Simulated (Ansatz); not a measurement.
A crystal relaxed with r2SCAN in the plane-wave code Ansatz has space group P3m1 (No. 156) and a = 3.861 Å, c = 9.459 Å.

| atom | site | x | y | z |
| --- | --- | --- | --- | --- |
| Al | 1a | 0.0000 | 0.0000 | 0.9997 |
| Xx | 1c | 0.6667 | 0.3333 | 0.6663 |
| Xx | 1b | 0.3333 | 0.6667 | 0.3339 |
| P | 1c | 0.6667 | 0.3333 | 0.9166 |
| P | 1b | 0.3333 | 0.6667 | 0.5833 |
| P | 1a | 0.0000 | 0.0000 | 0.2502 |

r2SCAN gives an indirect gap of 1.88 eV, from Γ to M; the least direct gap is 2.40 eV at Γ. The HSE06 gap is indirect, 2.25 eV (Γ to M), below the direct gap of 2.85 eV at Γ. Meshes: r2SCAN 12×12×4, HSE06 6×6×2. r2SCAN's ε∞ is 8.7 along x and y, 8.6 along z.

Task: Which element is Xx?
A. In
B. B
C. Tl
D. Ga

Result: D. Xx is Ga: AlGa2P3 as one 6-atom ordering (P3m1) on the zincblende lattice. Al has 4 P at 2.36–2.37 Å; Ga has 4 P at 2.36–2.37 Å; P has 3 Al at 2.36 Å and 1 Ga at 2.37 Å; P has 4 Ga at 2.36 Å; P has 3 Ga at 2.37 Å and 1 Al at 2.37 Å.

(Calculated; spin-unpolarised; the phase may be known or hypothetical.)

The meshes of the hybrids are coarse, so their gaps aren't converged to the digits shown.
